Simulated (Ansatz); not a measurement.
Input:

FeCo:
```
FeCo
1.0
    0.00000     2.79476     2.79476
    2.79476     0.00000     2.79476
    2.79476     2.79476     0.00000
Fe Co
2 2
Direct
  0.25000   0.25000   0.25000
  0.00000   0.00000   0.00000
  0.50000   0.50000   0.50000
  0.75000   0.75000   0.75000
```
Starting moments (μB, in the order of the atoms Fe Fe Co Co): 2.6 2.6 1.8 1.8.

This is the PBEsol-relaxed structure.

Q: All from the program Ansatz at the PBEsol level (PAW), unless another level is named. Predict the density of states at the Fermi level.

A: 1.1 states/eV per atom (mean over ±0.08 eV).

Q: Predict the formation energy from the elements (no fitted shifts).

A: 28 meV/atom.

Space group Fd-3m. A made-up cell: these elements were put on the sites of a structure type; neither database checked (COD, Materials Project) lists it. It is not the phase usual at ambient conditions (space group No. 221). Symmetry was held in the PBEsol relaxation; its stability against distortions is not shown here. The final state is ferromagnetic, chosen from 4 collinear starts compared on coarse meshes (ties went to the first, and starts can fall back to one state), not a proven ground state. The references are the lowest solids computed at this level, not always the standard phases.

Potentials: the later of the program's two PAW sets.
